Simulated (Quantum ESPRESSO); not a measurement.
# Moving one atom in GaNGe6

Calculated results; nothing here was measured. They come from pw.x of Quantum ESPRESSO 7.5, a plane-wave density functional program, with PseudoDojo standard norm-conserving files (v0.5 for PBE, v0.4.1 for LDA and PBEsol). The cells are made up: elements, strain and atom displacements were drawn at random, and nothing was relaxed. There is no spin polarisation, spin-orbit coupling or dispersion term.

The cell has 8 sites of a zincblende or diamond lattice. Sites 1 to 4 hold Ga N Ge Ge; sites 5 to 8 hold Ge Ge Ge Ge. Cell vectors in Å: (5.734, 0.000, 0.000); (0.000, 5.734, 0.000); (0.000, 0.000, 5.734). Settings: PBE, cutoff 1143 eV, 6 x 6 x 6 k mesh shifted by half a step, Fermi-Dirac smearing of 0.1 eV.

Each run shifts the Ge atom on site 8 along z and leaves all else fixed. Site 4 is one of its nearest neighbours. E is the free energy of the cell above the lowest run shown.

```
run,shift (Å),Fz on site 8 (eV/Å),Fz on site 4 (eV/Å),P (GPa),E (meV)
1,-0.1662,2.265,-0.656,-3.04,431.5
2,-0.1037,1.910,-0.494,-3.30,301.0
3,-0.0736,1.734,-0.419,-3.41,246.1
5,-0.0358,1.510,-0.328,-3.53,184.8
6,-0.0114,1.363,-0.271,-3.60,149.7
7,0.1810,0.192,0.106,-3.91,0.0
4,-0.0550,?,?,?,?
```

A rerun of one of these cells at 1437 eV and k mesh 8 x 8 x 8 moved values by no more than 0.004 eV in the cell's energy, 0.02 GPa in stress and 0.006 eV/Å in force.

## Worked fit

A parabola through the six runs shown gives Fz on site 8 = 1.298 - 5.96 u - 0.8 u² eV/Å, with u in Å and a scatter of 0.003 eV/Å. Minus the slope, 5.96 ± 0.09 eV/Å², is this atom's force constant along z at u = 0, with its periodic images moving too. The fitted force does not vanish within the range. The error is the larger of the fit's own and the change that a cubic makes, rounded up.

## Withheld run

Question: what Fz on site 8 should run 4 give?

The fit gives 1.623 eV/Å. The calculation gave 1.624 eV/Å.

```
run  shift (Å)  Fz on site 8 (eV/Å)  Fz on site 4 (eV/Å)  P (GPa)  E (meV)
  4    -0.0550                1.624               -0.373    -3.47    214.9
```